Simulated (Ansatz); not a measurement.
# Mechanical response of LaHg (Pm-3m)

```
La Hg
1.0
     3.83891    0.00000    0.00000
     0.00000    3.83891    0.00000
     0.00000    0.00000    3.83891
La Hg
1 1
Cartesian
  1.9195 1.9195 1.9195
  0.0000 0.0000 0.0000
```

Conventional cell: a = 3.839 Å, b = 3.839 Å, c = 3.839 Å, α = 90.00°, β = 90.00°, γ = 90.00°. La (atom 1) is surrounded by 8 Hg at 3.32 Å. Hg (atom 2) is surrounded by 8 La at 3.32 Å.

Computed, not measured; unless marked otherwise by PBEsol, all-electron LAPW in Ansatz 0.2.0, scalar-relativistic. k mesh 12×12×12, Fermi-Dirac smearing of 0.080 eV, basis error target 1 meV/atom. The cell was relaxed by PAW under this functional.

The cell is cubic and carries a residual pressure of 0.01 GPa at this level. Each strain component that symmetry leaves independent is applied at ±0.005, the ions relax wherever a strain frees them, and the stress (tension positive, GPa) is read. Shears are engineering strains, γ = 2ε.

```tsv
strain	size	σxx	σyy	σzz	σyz	σxz	σxy
xx	-0.005	-0.3572	-0.2682	-0.2682	0.0000	0.0000	0.0000
xx	+0.005	0.3384	0.2484	0.2484	0.0000	0.0000	0.0000
yz	-0.005	-0.0068	-0.0078	-0.0078	-0.1314	0.0000	0.0000
yz	+0.005	-0.0068	-0.0078	-0.0078	0.1314	0.0000	0.0000
```

A central difference gives one constant, for example C11 ≈ (0.3384 − (-0.3572))/(0.01) = 69.6 GPa; the program then imposes the crystal's symmetry on the whole matrix.

Problem. What are the independent elastic constants?

Solution. C11 = 69.6, C12 = 51.7, C44 = 26.3 GPa.

Problem. Do they meet the Born conditions?

Solution. C11 − C12 = 17.9, C11 + 2C12 = 172.9 and C44 = 26.3 GPa must all be positive, so the crystal is elastically stable; that says nothing yet of its phonons.

Problem. What moduli does a random aggregate of grains have?

Solution. B = (C11 + 2C12)/3 = 57.6 GPa. G_V = (C11 − C12 + 3C44)/5 = 19.3 and G_R = 5(C11 − C12)C44/(4C44 + 3(C11 − C12)) = 14.8, so G_H = 17.1 GPa. Then E = 9BG/(3B + G) = 46.6 GPa, ν = (3B − 2G)/(6B + 2G) = 0.365 and B/G = 3.37, on the ductile side of Pugh's 1.75 (a rule of thumb).

Problem. With the density of 9.965 g/cm³, how fast does sound travel, and what Debye temperature follows?

Solution. 

| direction | slow (m/s) | middle (m/s) | fast (m/s) |
| --- | --- | --- | --- |
| [100] | 1624 | 1624 | 2642 |
| [110] | 948 | 1624 | 2953 |
| [111] | 1216 | 1216 | 3049 |

The mean of v⁻³ over directions and branches gives v_m = 1452 m/s and θ_D = (ħ/k_B) v_m (6π²n)^(1/3) = 142 K, n being atoms per volume. Young's modulus spans 26 to 68 GPa over directions, and the universal anisotropy index is 1.53.

Problem. How far do the constants move if PAW replaces LAPW in the same cell?

Solution. 

```tsv
constant	LAPW (GPa)	PAW (GPa)	difference
C11	69.6	69.4	-0.2
C12	51.7	51.6	-0.1
C44	26.3	26.3	0.0
```

Problem. What happens at 30 GPa (cell relaxed there)?

Solution. The volume falls to 0.7563 of its value, and C11 = 161.1, C12 = 178.6, C44 = 63.6 GPa (slopes of the stress), in this structure whether or not another phase takes over. The matrix has a negative eigenvalue there, so the lattice is mechanically unstable at that pressure.

Keep in mind: responses of metals move with mesh and smearing; no spin-orbit coupling on heavy atoms; the frozen-core PAW files of the compared runs were fitted under PBE, their cores solved anew for this functional.
